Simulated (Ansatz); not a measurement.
A geometry of Cl$_{2}$ away from equilibrium: step 4 of the relaxation of a relaxed Cl2 cell, doubled along one cell vector, shaken by Gaussian noise of σ = 0.08 Å a coordinate. The numbers are results of r2SCAN (plane waves to 500 eV, PAW, scalar-relativistic; Ansatz, a quantum-chemistry and plane-wave program), not measurements. Γ-centred k-mesh 4×8×6 on the run's cell (coarser than for final values), Fermi–Dirac smearing 0.05 eV. The plane waves were selected for a different cell earlier on the path.

```
Cl2
1.0
   -5.14652     5.30010     3.73232
    2.54150    -2.67215     1.85248
    2.59143     2.69032    -1.89746
Cl
4
Cartesian
  0.05926   2.66650   0.77841
 -2.57497   5.33483   3.08112
  0.03924   0.07290  -0.35584
 -2.65828   2.69511   1.93049
```
Spin-polarised start, with parallel moments on Cl.

Q: Give the Cartesian forces on all atoms (eV/Å).

A: 
```tsv
atom	Fx	Fy	Fz
Cl1	0.22	0.29	0.14
Cl2	-0.03	0.12	0.05
Cl3	0.04	-0.15	-0.07
Cl4	-0.23	-0.27	-0.12
```

The path ends in P-1 (No. 2) at a tolerance of 0.01 Å, P2₁/c (No. 14) at 0.1 Å. No spin polarisation in the result: the starting moments vanished. No dispersion correction is included, so spacings between layers, chains or molecules are soft and tend to come out too large.

The end of the path is a generated cell of Cl2: the first start was made by placing the elements on the sites of a structure type, and the end was not matched to a known phase here, so it may be hypothetical. Known forms of Cl2 include space group No. 64.
